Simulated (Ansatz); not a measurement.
BeNi (CsCl type, Pm-3m) under volume change, the program Ansatz at the PBEsol level (PAW), scaled uniformly.

```csv
V (Å³/atom),E − E(relaxed) (meV/atom),P (GPa)
7.844,___,___
8.102,___,___
8.361,5.0,6.40
8.620,0.0,-0.01
8.878,4.6,-5.50
9.137,17.3,-10.20
9.395,37.1,-14.22
```

### Question
Fill in the missing entries.

### Answer

- 7.844, E − E(relaxed) (meV/atom): 50.6
- 7.844, P (GPa): 22.69
- 8.102, E − E(relaxed) (meV/atom): 21.2
- 8.102, P (GPa): 13.91

### Question
What does a third-order Birch–Murnaghan fit give for V₀, B₀ and B′?

### Answer
V₀ = 8.62 Å³/atom, B₀ = 198 GPa, B′ = 4.2.

The first step of the workflow began from a Materials Project structure, measured or hypothetical; the Crystallography Open Database copy checked does not list it. With Be and Ni taken as one species the cell has the higher symmetry Im-3m, so it may be an ordered model of a mixed-site phase. Its standing as an ambient phase is unchecked. The PBEsol relaxation kept the symmetry of its start; of distortions, only those at the zone centre were tested. No spin polarisation was allowed.

Potentials: the later of the program's two PAW sets.
